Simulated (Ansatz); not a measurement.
## Na₄MgScP₃O₁₂: field gradients at two levels of theory

Cell: a computed structure from the Materials Project (it need not be an observed phase), atoms as given.

Space group R3c:H (No. 161); a = 9.0711, c = 22.1748 Å, γ = 120.00°.

| site | Wyckoff | site symmetry | x | y | z |
| --- | --- | --- | --- | --- | --- |
| Na1 | 18b | 1 | 0.3038 | 0.3386 | 0.5818 |
| Na7 | 6a | 3. | 0.0000 | 0.0000 | 0.4974 |
| Mg | 6a | 3. | 0.0000 | 0.0000 | 0.3496 |
| Sc | 6a | 3. | 0.0000 | 0.0000 | 0.6503 |
| P | 18b | 1 | 0.9635 | 0.3350 | 0.5846 |
| O19 | 18b | 1 | 0.2124 | 0.0269 | 0.3071 |
| O25 | 18b | 1 | 0.7873 | 0.9722 | 0.6943 |
| O31 | 18b | 1 | 0.0171 | 0.8277 | 0.4119 |
| O37 | 18b | 1 | 0.9803 | 0.1712 | 0.5880 |

One atom of each set is listed; the run and its k-mesh use a cell of 42 atoms with edges of 9.06, 9.06, 9.06 Å.

First run. Method: Kohn–Sham DFT in Ansatz, PBE, plane waves and PAW, scalar-relativistic, 420 eV cutoff, Γ-centred 3×3×3 k-points, Fermi–Dirac smearing 0.02 eV.

```csv
site,V_zz (10²¹ V/m²),η
Na1,-0.91,0.54
Na7,-1.09,0.00
Mg,0.60,0.00
Sc,1.59,0.00
P,1.35,0.94
O19,8.74,0.13
O25,8.77,0.05
O31,9.18,0.17
O37,9.00,0.07
```

Second run. The same atoms and settings, except that the functional is r2SCAN and the cutoff is 500 eV.

**Question.** Given the first result, estimate the second.

**Answer.** 

| site | V_zz | η | change of V_zz |
| --- | --- | --- | --- |
| Na1 | -0.95 | 0.47 | -0.04 |
| Na7 | -1.11 | 0.00 | -0.02 |
| Mg | 0.59 | 0.00 | -0.01 |
| Sc | 1.57 | 0.00 | -0.02 |
| P | 1.46 | 0.86 | +0.11 |
| O19 | 8.78 | 0.14 | +0.04 |
| O25 | 8.83 | 0.06 | +0.06 |
| O31 | 9.35 | 0.18 | +0.17 |
| O37 | 9.15 | 0.08 | +0.15 |

The largest change of V_zz is on O31, from 9.18 to 9.35. In per cent, |V_zz| changes by +2 to +4 on Na, -2 on Mg, -2 on Sc, +8 on P, +1 to +2 on O (all sites that start above 0.5).

For the first run: The largest force is 0.4 eV/Å, so the atoms aren't at the calculated equilibrium and relaxing them would move these values.
For the second run: At this cell the principal stresses reach 5 GPa in size with r2SCAN, which can matter for small gradients. The largest force is 0.8 eV/Å, so the atoms aren't at the calculated equilibrium and relaxing them would move these values.
